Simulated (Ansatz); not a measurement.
AlN:
Space group P6₃/mmc (No. 194); a = 2.833 Å, b = 2.833 Å, c = 4.841 Å, α = 90.00°, β = 90.00°, γ = 120.00°

| atom | site | symmetry | x | y | z |
|---|---|---|---|---|---|
| Al | 2a | -3m. | 0.0000 | 0.0000 | 0.0000 |
| N | 2c | -6m2 | 0.3333 | 0.6667 | 0.2500 |

Relaxed at zero pressure with plane-wave PAW r²SCAN (Ansatz code).

Task: The volume is raised by 3 % and shape and atoms relax at that volume. What pressure results, and how do the axes share the change?

Result: -7.3 GPa; a 1.0 %, b 1.0 %, c 0.9 %; the energy rises by 6 meV/atom.

Task: Give the new structure.

Result: 
Space group P6₃/mmc (No. 194); a = b = 2.862 Å, c = 4.884 Å, α = β = 90.00°, γ = 120.00°

| atom | site | symmetry | x | y | z |
|---|---|---|---|---|---|
| Al | 2a | -3m. | 0.0000 | 0.0000 | 0.0000 |
| N | 2c | -6m2 | 0.3333 | 0.6667 | 0.2500 |

The phase is kept; no other phase was compared at this pressure.

Space group P6_3/mmc (NiAs type). A made-up cell: these elements were put on the sites of a structure type; the Crystallography Open Database copy checked does not list it. It is not the phase usual at ambient conditions (space group No. 186, 216). The r²SCAN relaxation kept the symmetry of its start; whether a distortion lowers the energy is not shown.

Potentials: the later of the program's two PAW sets.
